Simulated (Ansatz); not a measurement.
## How the vibrations of Al₂Ru change with volume

All numbers below come from DFT LDA, scalar-relativistic, plane waves, PAW in Ansatz. Settings: 420 eV plane-wave cutoff, Γ-centred 18×18×18 mesh, Fermi-Dirac smearing of 0.15 eV. No spin polarisation. Phonons by linear response, acoustic sum rule imposed.

Equilibrium structure at this level:
Space group I4/mmm (No. 139). a = 3.102 Å, b = 3.102 Å, c = 8.342 Å, α = 90.00°, β = 90.00°, γ = 90.00°
```
atom site symmetry x y z
  Al    4e       4mm  0.5000  0.5000  0.1589
  Ru    2a     4/mmm  0.0000  0.0000  0.0000
```

In a metal, frequencies depend on the k mesh and the smearing, soft modes most.

Cells at 0.98 and 1.02 times the equilibrium volume were relaxed in shape and atoms; γ = −d ln ν / d ln V, modes matched by rank.

(1) Give the optical frequencies at Γ (cm⁻¹) at the three volumes and the mode Grüneisen parameters.

(2) What pressures hold the two strained cells, and what bulk modulus follows?

Answers

(1)
```
0.98 V    V  1.02 V     γ  degeneracy
   266  254     243  2.26           1
   275  265     256  1.81           2
   345  333     320  1.87           2
   461  449     438  1.31           1
```

(2) 3.93 GPa at 0.98 V and -3.52 GPa at 1.02 V, so B = −dP/d ln V ≈ 186 GPa.